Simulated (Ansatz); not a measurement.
A generator proposed this cell of Ti4W.

Space group R-3m:H (No. 166). a = 4.382 Å, b = 4.382 Å, c = 13.418 Å, α = 90.00°, β = 90.00°, γ = 120.00°
```
atom  site  symmetry       x       y       z
  Ti    6c        3m  0.0000  0.0000  0.9000
  Ti    6c        3m  0.3333  0.6667  0.9667
   W    3b       -3m  0.6667  0.3333  0.8333
```

Level of theory: DFT PBE, scalar-relativistic, plane waves, PAW (Ansatz 0.2.0). Settings: cutoff 420 eV, Γ-centred mesh 6×6×6 on the computed 5-atom cell, Gaussian smearing of 0.10 eV; no spin polarisation.

Energies over the elements count from the elements' standard structures at the same level, with no fitted energy shifts.

Problem. Estimate its pressure, forces and energy as it stands.

Solution. The pressure is 18.9 GPa (the mean over three directions, positive in compression), the largest force is 0.42 eV/Å, and the energy is +0.17 eV/atom against the elements. The shortest distance is 2.68 Å.

Problem. Is it a good guess?

Solution. A fair one: relaxing gains about 0.13 eV/atom (the start's value is from the coarse mesh, so the gain is rough) in 12 ionic steps and ends at +0.04 eV/atom on the finer mesh. The symmetry stays R-3m (No. 166). The volume per atom grows by 13.3 %, from 14.9 to 16.9 Å³. The shortest distance goes from 2.68 Å (Ti–W and Ti–Ti) to 2.55 Å (Ti–W). Conventional cell: a = 4.586 Å, c = 13.882 Å. Ti on its first site is surrounded by 3 W at 2.79 Å and 11 Ti at 2.85–3.19 Å; Ti on its second site is surrounded by 1 W at 2.55 Å, 3 Ti at 2.69 Å, 4 Ti at 2.90–2.96 Å, 3 Ti at 3.13 Å and 3 W at 3.36 Å; W has 2 Ti at 2.55 Å, 6 Ti at 2.79 Å and 6 Ti at 3.36 Å.

The last run used a 12×12×12 mesh for its 5-atom cell and Gaussian smearing of 0.10 eV. For metals, differences of a few meV/atom aren't resolved. These runs have no spin–orbit coupling, which can matter for W. The relaxation can't lower the symmetry of the start, and the grade says only how near the guess is to its own end. A later test with randomly moved atoms came back to the same energy, though modes that don't fit the test's cell weren't probed.
